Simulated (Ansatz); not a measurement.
Question: Name crystals whose computed values (plane-wave PAW r²SCAN (Ansatz code)) fall in these windows: B₀ by P(V) fit (GPa) 120 to 160; Θ_D (K) 480 to 670.

Answer: 

```
crystal                                    B₀ by P(V) fit (GPa)  Θ_D (K)
-----------------------------------------  --------------------  -------
Ti2C, Fd-3m (Ti on 32e, C on 16d)                           147      588
ScOF, P2_1/c (Sc on 4e, O on 4e, F on 4e)                   145      625
BAs, P4_2/mnm (B on 4g, As on 4f)                           129      628
GaN, Pm-3n (Ga on 6c, N on 6d)                              156      516
```
Others may fit too.

Typed or built starts, not in the databases checked: BAs, P4_2/mnm (B on 4g, As on 4f); GaN, Pm-3n (Ga on 6c, N on 6d). Not the usual ambient phase: BAs, P4_2/mnm (B on 4g, As on 4f); GaN, Pm-3n (Ga on 6c, N on 6d). Standing as an ambient phase not checked: Ti2C, Fd-3m (Ti on 32e, C on 16d); ScOF, P2_1/c (Sc on 4e, O on 4e, F on 4e). All cells were relaxed under the symmetry of their starts (and spin orders); stability against distortions was not tested throughout. Rows with no word on spin ran without spin polarisation. Spin–orbit coupling is left out wherever it is not named.

Potentials: the later of the program's two PAW sets.
